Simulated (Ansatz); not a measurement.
The elements of this relaxed trial crystal are hidden behind letters.

```
lattice vectors (Å)
   1.5626   -2.3268    0.0000
   1.5626    2.3268    0.0000
   0.0000    0.0000   13.9888
fractional positions
X 0.0000 0.0000 0.8309
X 0.5000 0.5000 0.6578
X 0.5000 0.5000 0.3422
X 0.0000 0.0000 0.1691
X 0.5000 0.5000 0.0000
Z 0.0000 0.0000 0.5000
```

Theory: Ansatz, DFT PBE, scalar-relativistic, plane waves, PAW. Plane waves to 420 eV, a 14×14×4 mesh through Γ for the 6-atom cell and 0.10 eV Gaussian smearing; collinear spin.

| Property | Result |
| --- | --- |
| Space group | Cmmm (No. 65) |
| Conventional cell | a = 3.125 Å, b = 4.654 Å, c = 13.989 Å |
| Volume per atom | 16.95 Å³ |
| Density | 6.91 g/cm³ |
| Formation energy | +0.07 eV/atom |
| Gap on the 14×14×4 mesh of the 6-atom cell | 0 eV (a metal) |
| Net moment per atom | 0.00 μB |

Energies are uncorrected and count from the elements' standard states at the same level.

Question: X is a d-block element of period 4 and Z is a d-block element of period 6. Which elements are they?

Answer: X = Ti, Z = W, so the formula is Ti5W. Density times volume gives a mean mass of 6.91 × 16.95/1.6605 = 70.5 u per atom, and this set has 70.5 u. Among the elements that the hints allow, noble gases aside, only these give it. Around Ti on a site of symmetry mm2 lie 8 Ti at 2.80–2.88 Å, 2 Ti at 3.13 Å and 4 Ti at 3.32–3.36 Å; Ti on a second site of symmetry mm2 is surrounded by 2 W at 2.70 Å, 6 Ti at 2.80–2.88 Å, 2 Ti at 3.13 Å, 2 W at 3.21 Å and 2 Ti at 3.36 Å; around W lie 4 Ti at 2.70 Å, 4 W at 2.80 Å, 2 W at 3.13 Å and 4 Ti at 3.21 Å; 1 more site not described.

Spin–orbit coupling, which can matter for W, is left out. A later test with randomly moved atoms led to a structure 45 meV/atom lower, so this end is a saddle point or a shallow minimum.
